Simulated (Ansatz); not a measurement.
**Is this CuNi₂ structure stable?**

It was reached by relaxing an invented guess, and it needn't be the stable form of this composition.

Level of theory: Ansatz, DFT PBE, scalar-relativistic, plane waves, PAW. Cutoff 420 eV, Γ-centred 18×18×4 mesh (6-atom cell), Gaussian smearing of 0.10 eV, collinear spin.

```xyz
6
Lattice="2.4996 0.0000 0.0000 -1.2498 2.1647 0.0000 0.0000 0.0000 12.4327" Properties=species:S:1:pos:R:3 pbc="T T T"
Cu    0.0000    0.0000    2.0874
Cu    0.0000    0.0000   10.3453
Ni    0.0000    0.0000    6.2163
Ni    0.0000    1.4431    4.1899
Ni    0.0000    1.4431    8.2427
Ni    0.0000    1.4431    0.0000
```

The zero of energy is the elements' standard structures at the same level; no fitted shifts are applied.

**Question.** These tests were run: energy against the elements; random kick, then relaxation without symmetry; phonons at Γ. What do they show?

**Answer.**

| test | result |
| --- | --- |
| energy against the elements | +0.03 eV/atom |
| random kick, then relaxation without symmetry | returns |
| phonons at Γ | lowest optical mode 60 cm⁻¹ |

It fails one test: energy against the elements. It may still be a metastable minimum.

For metals, differences of a few meV/atom aren't resolved. The magnetic state reached may not be the lowest. The kick test ran on a coarse mesh. The run for the phonons used an 18×18×4 k mesh and Gaussian smearing of 0.20 eV. The cell carries site moments Ni -0.7, -0.5 (×2), -0.2 μB.
